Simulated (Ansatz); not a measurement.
SiO2:
```
CELL_PARAMETERS angstrom
      4.93170     0.00000     0.00000
      0.00000     8.20758     0.00000
     -2.46431     0.00000     4.40969
ATOMIC_POSITIONS crystal
  Si 0.57321 0.93841 0.32810
  Si 0.42679 0.43841 0.67190
  Si 0.24552 0.06408 0.67268
  Si 0.75448 0.56408 0.32732
  O  0.87908 0.04981 0.43671
  O  0.12092 0.54981 0.56329
  O  0.30873 0.00144 0.00055
  O  0.69127 0.50144 0.99945
  O  0.55715 0.45251 0.43570
  O  0.44285 0.95251 0.56430
  O  0.34589 0.25125 0.69163
  O  0.65411 0.75125 0.30837
```

x, y and z are the axes in which the lattice vectors are written.

Q: Give the high-frequency dielectric tensor and the Born effective charge tensors of the independent atoms from DFPT, r²SCAN (plane waves, PAW; program Ansatz).

A: 
ε∞:
```
2.15  0.00  0.00
0.00  2.16  0.00
0.00  0.00  2.15
```
Z* of atom 1 (Si), rows: field, columns: displacement, in e:
```
 3.35   0.13  -0.24
-0.34   3.40   0.06
 0.19   0.00   3.35
```
Z* of atom 5 (O), rows: field, columns: displacement, in e:
```
-2.22  -0.47  -0.74
-0.48  -1.30  -0.28
-0.71  -0.26  -1.49
```
Z* of atom 7 (O), rows: field, columns: displacement, in e:
```
-1.11   0.00   0.00
 0.00  -1.20   0.55
 0.00   0.55  -2.68
```
Z* of atom 11 (O), rows: field, columns: displacement, in e:
```
-1.15  -0.36   0.00
-0.58  -3.01   0.00
 0.00   0.00  -1.03
```

Static charges for comparison (Bader): Si1 +3.37, O5 -1.68, O7 -1.68, O11 -1.69 e. Born charges measure polarisation by displacement and can exceed these by far.

Space group C222_1. The workflow started from a Materials Project entry (that database holds measured and hypothetical structures alike); the Crystallography Open Database files this formula in space group No. 20, but the cells were not matched. It is not the phase usual at ambient conditions (space group No. 92, 152, 154). Symmetry was held in the r²SCAN relaxation; its stability against distortions is not shown here.

Potentials: the earlier of the program's two PAW sets.
